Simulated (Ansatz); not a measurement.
SnTe (rock salt) is sheared across one {100} plane: the third cell vector gains the shift, so faults repeat every 9.6 Å. The cut lies between planes 3.18 Å apart; the cell height is held.

```
SnTe
1.0
    4.50403     0.00000     0.00000
    0.00000     4.50403     0.00000
    2.25201     2.25201     9.55448
Te Sn
3 3
Direct
  0.00000   0.00000   0.83333
  0.33333   0.33333   0.16667
  0.66667   0.66667   0.50000
  0.50000   0.50000   0.83333
  0.83333   0.83333   0.16667
  0.16667   0.16667   0.50000
```

In-plane vectors a = (4.504, 0.000) Å, b = (0.000, 4.504) Å, area 20.29 Å². The shift is s times the vector a + b (length 6.370 Å), so s = 1 restores the start. Atoms relax along the normal only. γ = [E(shift) − E(0)] / area.

Method: r2SCAN (plane waves to 500 eV, PAW, scalar-relativistic; Ansatz, an electronic-structure program). k mesh 9×9×9 (Γ-centred), Fermi-Dirac smearing 0.05 eV. Energies are extrapolated to zero smearing. Compression counts positive. As the smearing reaches across the gap at some points, the k mesh leaves noise in γ, roughly 0.02 J/m² as judged from a few cases. Faults lie only 9.6 Å apart, and holding the cell height raises γ above its relaxed value. SnTe was relaxed with its symmetry unable to fall. Spin-orbit coupling is left out, though Te is heavy. The zero of γ is zero shift.

Question: What γ (meV/Å²) and σ normal to the fault (GPa) does the calculation give at s = 0.083, 0.333, 0.417, 0.583, 0.750, 0.833?

Answer: 
```tsv
s	γ (meV/Å²)	σ normal to the fault (GPa)
0.083	4	-0.1
0.333	23	1.1
0.417	23	1.2
0.583	23	1.2
0.750	19	0.9
0.833	12	0.2
```

(The slope of γ gives the shear force per area between the displaced halves; near zero shift its curvature is an elastic stiffness.)
